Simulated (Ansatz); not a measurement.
What does Ansatz print for the nuclei with this input?

The cell is a computed structure from the Materials Project (it need not be an observed phase) whose atoms were relaxed with PBE, the cell held.

```yaml
crystal:
  lattice:
    - [5.1477335564, 0.0, 0.0]
    - [-0.1755772667, 5.4610489381, 0.0]
    - [-2.2977493503, -2.7104758338, 6.4838921822]
  atoms:
    - { symbol: Mg, position: [0.5, 0.0, 0.5] }
    - { symbol: V, position: [0.0, 0.0, 0.0], spin: 2.0 }
    - { symbol: Cr, position: [0.5, 0.5, 0.5], spin: -3.0 }
    - { symbol: P, position: [0.8899421535, 0.60775969, 0.2479874123] }
    - { symbol: P, position: [0.1100578465, 0.39224031, 0.7520125877] }
    - { symbol: O, position: [0.8532833058, 0.780211895, 0.1204341853] }
    - { symbol: O, position: [0.1945286018, 0.691107948, 0.4109538235] }
    - { symbol: O, position: [0.6829899688, 0.6784548883, 0.3697410508] }
    - { symbol: O, position: [0.1670234861, 0.6924580569, 0.8756250848] }
    - { symbol: O, position: [0.8329765139, 0.3075419431, 0.1243749152] }
    - { symbol: O, position: [0.3170100312, 0.3215451117, 0.6302589492] }
    - { symbol: O, position: [0.8054713982, 0.308892052, 0.5890461765] }
    - { symbol: O, position: [0.1467166942, 0.219788105, 0.8795658147] }
    - { symbol: F, position: [0.6473636856, 0.8540867035, 0.7328884749] }
    - { symbol: F, position: [0.3526363144, 0.1459132965, 0.2671115251] }
magnetization:
  spin_polarized: true
kpoints:
  mp_grid: { grid: [5, 5, 4] }
scf:
  occupations: { method: fermi_dirac, width: 0.02 }
hamiltonian:
  xc: pbe
  pseudopotentials: { kind: paw }
  hubbard: [{ species: Cr, l: d, u_eff: 2.5 }, { species: V, l: d, u_eff: 2.1 }]
output:
  forces: true
  stress: true
  populations: true
  efg:
    quadrupole_moments_barn: { Mg: 0.1994, V: -0.052, Cr: -0.15, O: -0.02558 }
    contact_densities: true
```

```sh
ansatz run input.yaml --threads 1 --pin off --max-ram 3072MiB --backend cpu --events-out ev --progress --plain --runs-dir out
```

Of the output, the block on the nuclei alone is shown; the set-up, the SCF iterations, energies, forces and stress are cut. One atom of each set with nearly equal values is shown.

```
--- PAW observables at the nuclei: V_zz in 10²¹ V/m², potentials from the cell's mean, atoms counted from 1 ---
  atom   1  Mg V_zz =    +1.625914   η = 0.7693   by run symmetry: allowed   C_q = +7.8393 MHz
            electrostatic potential = -1100.577233 V   contact ρ = 7795.608367 e/Å³   contact ρ_s (e/Å³): all electrons -0.019123, valence -0.019537
  atom   2  V  V_zz =    +3.518098   η = 0.7503   by run symmetry: allowed   C_q = -4.4235 MHz
            electrostatic potential = -2686.149384 V   contact ρ = 65998.943694 e/Å³   contact ρ_s (e/Å³): all electrons -2.033997, valence +1.153864
  atom   3  Cr V_zz =    +5.706910   η = 0.1481   by run symmetry: allowed   C_q = -20.6989 MHz
            electrostatic potential = -2852.666849 V   contact ρ = 76320.536852 e/Å³   contact ρ_s (e/Å³): all electrons +2.735876, valence -2.786940
  atom   4  P  V_zz =    -2.382483   η = 0.6873   by run symmetry: allowed
            electrostatic potential = -1488.731310 V   contact ρ = 16007.141073 e/Å³   contact ρ_s (e/Å³): all electrons -0.076686, valence -0.074721
  atom   6  O  V_zz =   +10.639431   η = 0.0750   by run symmetry: allowed   C_q = -6.5807 MHz
            electrostatic potential = -620.817366 V   contact ρ = 2155.802062 e/Å³   contact ρ_s (e/Å³): all electrons -0.101905, valence -0.096267
  atom   7  O  V_zz =   +10.344328   η = 0.5400   by run symmetry: allowed   C_q = -6.3982 MHz
            electrostatic potential = -620.078300 V   contact ρ = 2155.132332 e/Å³   contact ρ_s (e/Å³): all electrons +0.098796, valence +0.102608
  atom   8  O  V_zz =   +10.543600   η = 0.5722   by run symmetry: allowed   C_q = -6.5214 MHz
            electrostatic potential = -620.131265 V   contact ρ = 2155.067860 e/Å³   contact ρ_s (e/Å³): all electrons +0.071101, valence +0.073673
  atom   9  O  V_zz =   +10.365853   η = 0.1071   by run symmetry: allowed   C_q = -6.4115 MHz
            electrostatic potential = -620.843881 V   contact ρ = 2156.017489 e/Å³   contact ρ_s (e/Å³): all electrons -0.082831, valence -0.087928
  atom  14  F  V_zz =    +9.415204   η = 0.8753   by run symmetry: allowed
            electrostatic potential = -736.123628 V   contact ρ = 3126.688320 e/Å³   contact ρ_s (e/Å³): all electrons -0.015661, valence -0.006900
```

The run took 6.4 min of wall time (6.4 min of CPU time) and 1.4 GiB at its peak, on 1 thread of Arm Neoverse V1 (aarch64; 8 cores open to the job, memory cap 3.0 GiB, no GPU), a shared host with a load of 0.5 a core.

The largest force is 0.4 eV/Å, so the atoms aren't at the calculated equilibrium and relaxing them would move these values. Runs of this kind can end above the lowest electronic state. The magnetic order is the one that the run reached from its start moments, not necessarily the measured one; the program found signs of a lower order.
